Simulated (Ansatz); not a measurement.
The relaxed structure here is a generated cell of TaVO4: the first start was made by placing the elements on the sites of a structure type, and the end was not matched to a known phase here, so it may be hypothetical.

The start is a generated cell, TaVO4 placed in the AFLOW prototype AB4C_hP6_191_a_h_b (as in MgAlB4). A full variable-cell relaxation at zero pressure is run with r2SCAN (plane waves to 500 eV, PAW, scalar-relativistic; Ansatz, an electronic-structure program). The first steps use a coarse 8×8×4 k-mesh.

The start:
```
CELL_PARAMETERS angstrom
      3.26613     0.00000     0.00000
     -1.63307     2.82855     0.00000
      0.00000     0.00000     7.20147
ATOMIC_POSITIONS crystal
  Ta 0.00000 0.00000 0.50000
  V  0.00000 0.00000 0.00000
  O  0.33333 0.66667 0.24130
  O  0.66667 0.33333 0.24130
  O  0.66667 0.33333 0.75870
  O  0.33333 0.66667 0.75870
```
Spin-polarised start, with parallel moments on V.

```json
{
  "initial_pressure": "-5 GPa (negative: the cell is under tension)",
  "largest_initial_force": "about 0.1 eV/Å, on O3, O4, O5, O6 (atoms numbered as listed)",
  "outcome": "The space group stays P6/mmm (No. 191) (the run could not lower it), with 6 atoms in the primitive magnetic cell",
  "energy_released": "1.44 eV/atom",
  "volume_change": "-19.9 %, from 11.09 to 8.88 Å³/atom",
  "moments_at_the_end": "net 0.06 μB/atom, ferrimagnetic",
  "optimiser_moves": "20"
}
```

Relaxed structure:

Space group P6/mmm (No. 191); a = b = 3.4973 Å, c = 5.0279 Å, α = β = 90.00°, γ = 120.00°

| atom | site | symmetry | x | y | z |
|---|---|---|---|---|---|
| Ta | 1b | 6/mmm | 0.0000 | 0.0000 | 0.5000 |
| V | 1a | 6/mmm | 0.0000 | 0.0000 | 0.0000 |
| O | 4h | 3m. | 0.3333 | 0.6667 | 0.2579 |

Final values are on a 15×15×9 k-mesh of the relaxed cell. Spin state reached: ferrimagnetic (net 0.06 μB/atom), from parallel starting moments; other spin orders were not run from this start. The d or f electrons are treated with no Hubbard U. The program's look for a lower electronic state was skipped, cut short or left open in this run.

The run could not lose the symmetry of its start, so the end can be a saddle point.
